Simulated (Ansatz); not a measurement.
Data:

SrZrO₃ (cubic perovskite)

```
CELL_PARAMETERS angstrom
      4.12994     0.00000     0.00000
      0.00000     4.12994     0.00000
      0.00000     0.00000     4.12994
ATOMIC_POSITIONS crystal
  Sr 0.50000 0.50000 0.50000
  Zr 0.00000 0.00000 0.00000
  O  0.00000 0.50000 0.00000
  O  0.50000 0.00000 0.00000
  O  0.00000 0.00000 0.50000
```

The volume is varied about the relaxed value V₀ at fixed cell shape. Symmetry pins the atoms to their sites.

The numbers are results of PBEsol (plane waves to 420 eV, PAW, scalar-relativistic; Ansatz, a first-principles code), not measurements. k mesh 8×8×8 (Γ-centred), Fermi-Dirac smearing 0.05 eV. Energies are smeared free energies. Stress and pressure are positive under compression. SrZrO3 is run without spin polarisation. SrZrO3 was relaxed with its symmetry unable to fall. This is a high-temperature form of SrZrO3. ΔE is measured from the relaxed starting cell.

The scan covers V/V₀ from 0.900 to 1.100 in 13 points.

Question: What is ΔE at V/V₀ = 1.100?

Answer: 61.0 meV/atom.

Question: What is ΔE at V/V₀ = 0.900?

Answer: 87.1 meV/atom.

Question: What pressure does the cell carry at V/V₀ = 0.900?

Answer: 21.7 GPa.

(Under strain, the slope of the energy per volume gives the stress and its curvature an elastic modulus.)
